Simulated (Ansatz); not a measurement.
## GdCu5: which solution is lowest?

The cell (6 atoms) is GdCu5 as an experimental structure (space group P6/mmm). Source: COD entry 1524183, which need not be the ambient phase.

```
Cu Gd
1.0
     5.03600    0.00000    0.00000
    -2.51800    4.36130    0.00000
     0.00000    0.00000    4.10200
Cu Gd
5 1
Direct
  0.33333 0.66667 0.00000
  0.66667 0.33333 0.00000
  0.50000 0.00000 0.50000
  0.50000 0.50000 0.50000
  0.00000 0.50000 0.50000
  0.00000 0.00000 0.00000
```

Numbers behind element symbols give the atom's place in this list.

Theory: DFT, r2SCAN, PAW, plane waves, scalar-relativistic in Ansatz development build ahead of 0.2.0.

| Setting | Value |
| --- | --- |
| Plane-wave cutoff | 500 eV |
| k-point mesh | 4×4×5 (Γ-centred) |
| Occupations | Gaussian smearing, 0.05 eV |
| Valence electrons | 113 |

Moments by site are taken inside atomic spheres; the rest lies between them.

With one magnetic atom in the cell its copies can only be parallel; orders in a larger cell may lie lower.

Orders that need a larger cell or non-collinear spins weren't tried. Sign patterns typed on Cu1 Cu2 Cu3 Cu4 Cu5 Gd6: ++++++, ++----, +++++-, ++--++, 00000+; other orders that fit weren't typed.

Task: Order these self-consistent states from lowest to highest free energy.
A. spin-polarised on one atom of the cell, site moments Cu1 0.04, Cu2 0.04, Cu3 0.09, Cu4 0.09, Cu5 0.10, Gd6 1.16 μB, total 1.84 μB per cell, no gap on the k-mesh; pressure -2.5 GPa
B. spin-polarised on one atom of the cell, site moments Cu1 0.04, Cu2 0.04, Cu3 0.10, Cu4 0.10, Cu5 0.10, Gd6 7.17 μB, total 8.10 μB per cell, no gap on the k-mesh; pressure -2.6 GPa
C. spin-polarised on one atom of the cell, site moments Cu1 0.04, Cu2 0.04, Cu3 0.10, Cu4 0.10, Cu5 0.10, Gd6 1.22 μB, total 1.95 μB per cell, no gap on the k-mesh; pressure -2.3 GPa

Result: B (0.0 meV/atom), A (760 meV/atom), C (817 meV/atom).
